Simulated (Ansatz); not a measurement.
The relaxed structure here is a generated cell of MoP: the first start was made by placing the elements on the sites of a structure type, and the end was not matched to a known phase here, so it may be hypothetical.

The end point of a relaxation of MoP. Calculation: PBEsol (plane waves to 420 eV, PAW, scalar-relativistic; Ansatz, a quantum-chemistry and plane-wave program).

```xyz
6
Lattice="5.3349 0.0000 0.0000 -2.6675 4.6202 0.0000 0.0000 0.0000 3.9036" Properties=species:S:1:pos:R:3 pbc="T T T"
Mo     2.6675     0.0000     0.0000
Mo     1.3337     2.3101     0.0000
Mo    -1.3337     2.3101     0.0000
P      0.0000     0.0000     0.0000
P      0.0000     3.0801     1.9518
P      2.6675     1.5401     1.9518
```

Q: Determine the symmetry and give the standard cell with its independent sites.

A: Space group P6/mmm (No. 191); a = 5.3349 Å, b = 5.3349 Å, c = 3.9036 Å, α = 90.00°, β = 90.00°, γ = 120.00°

| atom | site | symmetry | x | y | z |
|---|---|---|---|---|---|
| Mo | 3f | mmm | 0.0000 | 0.5000 | 0.0000 |
| P | 1a | 6/mmm | 0.0000 | 0.0000 | 0.0000 |
| P | 2d | -6m2 | 0.3333 | 0.6667 | 0.5000 |

This is the AFLOW prototype AB_hP6_191_f_ad (B35, as in CoSn).

Q: Give the shortest distances between elements (the closest pairs, up to four, under 3.6 Å).

A: Mo–P 2.49 Å; Mo–Mo 2.67 Å; P–P 3.08 Å.

```yaml
volume_per_atom: 16.04 Å³
density: 6.57 g/cm³
band_gap: no gap (metallic)
```

No spin polarisation in the result. The relaxed primitive cell holds an odd number of electrons. A magnetic state may lie lower.

The run could not lose the symmetry of its start: the end is stationary, and may be a saddle point rather than a minimum.

All atoms sit on sites fixed by symmetry, so only the cell could relax.
